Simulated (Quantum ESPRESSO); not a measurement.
Ag2MoRu3AlPd, one composition in several site orders

A calculation, not a measurement. The program is pw.x of Quantum ESPRESSO 7.5 (plane-wave density functional theory). The cell is made up: eight metal atoms on a face-centred cubic lattice, with elements, volume, strain and displacements drawn at random and not relaxed, so it may be unstable or far from any real phase. PseudoDojo standard norm-conserving files set the functional (PBE unless stated); there is no spin polarisation or spin-orbit coupling, the Fermi-Dirac width of 0.25 eV means electrons at about 2900 K, and the masses in the input are unused placeholders. A spin test at this wide smearing found no moment, but such smearing suppresses magnetism that the real alloy may have.

The runs put one composition on the sites in different orders. Cell, positions, cutoff, mesh and smearing stay as in the input of run 1; sites are counted in its order. Stress in the tables is positive in tension.

Input of run 1:

```
&control calculation='scf', pseudo_dir='./dojo.nc.sr.pbe.v0_5.standard.upf', outdir='./o', disk_io='minimal', tprnfor=.true., tstress=.true. /
&system ibrav=0, nat=8, ntyp=5, nbnd=75, ecutwfc=84.00895049, nosym=.true., tot_charge=0,
 occupations='smearing', smearing='fd', degauss=0.0183746611
/
&electrons conv_thr=1.470e-08, electron_maxstep=70, mixing_beta=0.5 /
ATOMIC_SPECIES
Ag 1.0 Ag.upf
Al 1.0 Al.upf
Mo 1.0 Mo.upf
Pd 1.0 Pd.upf
Ru 1.0 Ru.upf
CELL_PARAMETERS angstrom
0.0202 0.0027 -3.8094
3.8185 0.031 -0.0202
-0.062 -7.7356 0.0053
ATOMIC_POSITIONS angstrom
Ag -0.0634 0.0163 0.0728
Mo -0.025 -3.8602 -0.0685
Ru 1.825 -2.0187 0.0608
Ag 1.9175 -5.7341 0.0721
Al -0.0371 -1.8334 -1.8546
Ru -0.0341 -5.9427 -1.9012
Pd 1.8773 0.0601 -1.9076
Ru 1.8934 -3.852 -1.8511
K_POINTS automatic
6 6 3 1 1 1
```

| run | elements on sites 1 to 8 | free energy less that of run 1 (eV) | -TS (eV) | pressure (GPa) | stress xx (GPa) | stress yy (GPa) | stress zz (GPa) | stress yz (GPa) | stress xz (GPa) | stress xy (GPa) | iterations |
| --- | --- | --- | --- | --- | --- | --- | --- | --- | --- | --- | --- |
| 1 | Ag Mo Ru Ag Al Ru Pd Ru | 0.000 | -1.346 | 19.92 | -17.65 | -20.78 | -21.32 | -0.51 | -1.49 | 2.48 | 18 |
| 2 | Ru Ag Al Pd Ru Mo Ru Ag | -0.023 | -1.471 | 20.20 | -20.57 | -19.70 | -20.31 | 0.48 | -1.80 | 2.61 | 17 |
| 3 | Ru Ag Pd Mo Ag Al Ru Ru | 0.648 | -1.599 | 20.80 | -24.38 | -17.63 | -20.38 | 0.49 | -1.49 | 1.14 | 20 |
| 4 | Ru Mo Pd Ag Ru Ru Al Ag | 1.271 | -1.715 | 21.04 | -27.13 | -14.97 | -21.03 | 0.12 | -2.09 | 2.16 | 19 |
| 5 | Pd Ru Mo Ag Ag Ru Ru Al | 0.716 | -1.401 | 20.21 | -20.34 | -16.72 | -23.59 | 1.25 | -1.91 | 2.84 | 17 |
| 6 | Pd Ag Ru Ag Ru Ru Al Mo | 0.316 | -1.344 | 19.03 | -17.62 | -14.72 | -24.74 | -0.33 | -1.95 | 1.22 | 17 |

Forces Fx Fy Fz (eV/Å):

```
site              run 1              run 2              run 3              run 4              run 5              run 6
   1   0.45 -1.48 -1.05    0.35 0.11 -0.53    0.08 1.45 -0.45   0.55 -0.89 -0.64   0.44 -0.72 -0.93   0.38 -0.97 -0.75
   2    0.04 -0.14 0.42     0.04 0.30 1.45   -0.08 -0.29 1.22    -0.06 0.71 1.23     0.06 0.39 1.11   -0.08 -0.07 1.44
   3    0.21 0.36 -0.17    0.24 1.52 -0.10    0.60 1.77 -0.15    0.47 1.54 -0.25    0.45 1.01 -0.51    0.51 0.91 -0.05
   4  -0.97 -0.41 -0.98  -0.79 -1.87 -0.60  -0.75 -1.14 -0.51  -1.05 -0.90 -0.90   -1.02 0.13 -0.83  -0.96 -1.12 -0.88
   5  -0.07 -0.51 -0.12    0.06 0.50 -0.18  -0.12 -0.86 -0.07   -0.22 -0.51 0.12  -0.19 -1.10 -0.11  -0.09 -1.27 -0.15
   6     0.23 3.98 1.16    0.07 -1.17 0.48     0.25 0.75 0.77     0.34 0.93 0.95     0.40 2.04 1.06     0.30 1.71 1.10
   7    0.16 -1.79 0.85     0.20 0.09 0.39     0.01 0.64 0.31    0.15 -0.90 0.42   -0.08 -0.81 0.63    0.16 -0.91 0.38
   8  -0.04 -0.01 -0.11   -0.17 0.51 -0.91   0.01 -2.31 -1.13   -0.17 0.02 -0.93  -0.07 -0.95 -0.41   -0.24 1.71 -1.08
```

The sites are displaced and not relaxed, so the energy differences mix bonding between neighbours with strain and are not ordering energies. A rerun of one cell of this series at a higher cutoff and on a denser mesh moved values by no more than 0.010 eV in energy, 0.12 GPa in stress and 0.008 eV/Å in force, and a second program with other atomic files agreed on that cell to 2 % rms in force and 0.5 GPa in pressure.